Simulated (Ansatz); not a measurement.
A geometry of In2Au away from equilibrium: the start of the relaxation of a generated cell, In2Au placed in the AFLOW prototype AB2_tI6_139_a_e (C11_b, as in Si2Mo). These are PBEsol (plane waves to 420 eV, PAW, scalar-relativistic; Ansatz, a program for electronic structure) values and carry that method's errors. Γ-centred k-mesh 12×12×12 on the run's cell (coarser than for final values), Fermi–Dirac smearing 0.05 eV.

```xyz
3
Lattice="-1.9694 1.9694 4.8202 1.9694 -1.9694 4.8202 1.9694 1.9694 -4.8202" Properties=species:S:1:pos:R:3 pbc="T T T"
Au     0.0000     0.0000     0.0000
In     0.0000     0.0000     3.2324
In     0.0000     0.0000     6.4079
```

### Question
What forces act on the atoms (eV/Å)?

### Answer
| atom | Fx | Fy | Fz |
|---|---|---|---|
| Au1 | 0.00 | 0.00 | 0.00 |
| In2 | 0.00 | 0.00 | 0.40 |
| In3 | 0.00 | 0.00 | -0.40 |

### Question
What is the pressure?

### Answer
-6.2 GPa, compression positive.

### Question
How much energy per atom can still be gained by relaxing?

### Answer
0.08 eV/atom; the path ends in I4/mmm (No. 139).

No spin polarisation in the result.

The run could not lower the symmetry of its start; a shaken copy of this end point relaxes with PBEsol to P-1 (No. 2) at a tolerance of 0.01 Å, C2/m (No. 12) at 0.1 Å, 0.14 eV/atom lower.

The end of the path is a generated cell of In2Au: the first start was made by placing the elements on the sites of a structure type, and the end was not matched to a known phase here, so it may be hypothetical.
